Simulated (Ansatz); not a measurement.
LaNiO₃ (cubic perovskite, Pm-3m) at seven volumes, PBEsol in the plane-wave PAW code Ansatz, scaled uniformly. One row is withheld.

```json
[
 {"V (Å³/atom)": "9.833", "P (GPa)": "?"},
 {"V (Å³/atom)": "10.157", "P (GPa)": "14.85"},
 {"V (Å³/atom)": "10.481", "P (GPa)": "6.81"},
 {"V (Å³/atom)": "10.805", "P (GPa)": "-0.01"},
 {"V (Å³/atom)": "11.129", "P (GPa)": "-5.77"},
 {"V (Å³/atom)": "11.453", "P (GPa)": "-10.65"},
 {"V (Å³/atom)": "11.777", "P (GPa)": "-14.78"}
]
```

Problem. Fit the shown pressures and predict the withheld one.

Solution. Third-order Birch–Murnaghan: P = (3/2)B₀(x^(7/2) − x^(5/2))[1 + (3/4)(B′ − 4)(x − 1)] with x = (V₀/V)^(2/3). Least squares on the six rows gives V₀ = 10.805 Å³/atom, B₀ = 208.6 GPa, B′ = 4.56. At V = 9.833, x = 1.0649 and P = 24.39 GPa. The run itself gave 24.36 GPa.

The first step of the workflow began from a Materials Project structure, measured or hypothetical; the Crystallography Open Database copy checked does not list it. COD files the formula under space group No. 167. Its standing as an ambient phase is unchecked. Symmetry was held in the PBEsol relaxation; its stability against distortions is not shown here. The workflow began spin-polarised and lost its moments. No Hubbard U is applied. Spin–orbit coupling is left out wherever it is not named.

Potentials: the later of the program's two PAW sets.
